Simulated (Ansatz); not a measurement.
SiRh2:
```
SiRh2
1.0
    5.35596     0.00000     0.00000
    0.00000     3.92021     0.00000
    0.00000     0.00000     7.40031
Si Rh
4 8
Direct
  0.28344   0.25000   0.89509
  0.71656   0.75000   0.10491
  0.21656   0.75000   0.39509
  0.78344   0.25000   0.60491
  0.52678   0.75000   0.79928
  0.47322   0.25000   0.20072
  0.97322   0.25000   0.29928
  0.02678   0.75000   0.70072
  0.83834   0.25000   0.93032
  0.16166   0.75000   0.06968
  0.66166   0.75000   0.43032
  0.33834   0.25000   0.56968
```

Relaxed with PBEsol. Special points in fractions of this cell's reciprocal vectors: Γ (0.000, 0.000, 0.000); X (0.500, 0.000, 0.000); S (0.500, 0.500, 0.000); Y (0.000, 0.500, 0.000); Z (0.000, 0.000, 0.500); U (0.500, 0.000, 0.500); R (0.500, 0.500, 0.500); T (0.000, 0.500, 0.500).

### Question
List the band energies nearest the Fermi level at these points for PBEsol in the plane-wave PAW code Ansatz.

### Answer
In eV from the Fermi level; about four levels below and three above (degenerate sets whole), none deeper than 8.9 eV; points with the same levels are listed once.

| k | below | above |
|---|---|---|
| Γ | -0.91 -0.55 -0.44 -0.02 | 0.05 0.15 0.95 |
| X | -0.45 -0.45 -0.16 -0.16 | 0.22 0.22 2.66 2.66 |
| S | -0.86 -0.86 -0.86 -0.86 | 0.37 0.37 0.37 0.37 |
| Y | -1.16 -1.16 -0.81 -0.81 | 0.04 0.04 0.16 0.16 |
| Z | -0.09 -0.09 -0.05 -0.05 | 0.98 0.98 2.05 2.05 |
| U | -0.83 -0.83 -0.45 -0.45 | 0.11 0.11 0.58 0.58 |
| R | -0.98 -0.98 -0.98 -0.98 | 0.52 0.52 0.52 0.52 |
| T | -1.13 -1.13 -0.56 -0.56 | 0.18 0.18 1.00 1.00 |

Space group Pnma. The workflow started from a Materials Project entry (that database holds measured and hypothetical structures alike); the Crystallography Open Database copy checked does not list it. Its standing as an ambient phase is unchecked. The cell was relaxed with PBEsol under the symmetry of its start; whether a distortion lowers the energy is not shown. The run is not spin-polarised. Spin–orbit coupling is left out wherever it is not named.

Potentials: the later of the program's two PAW sets.
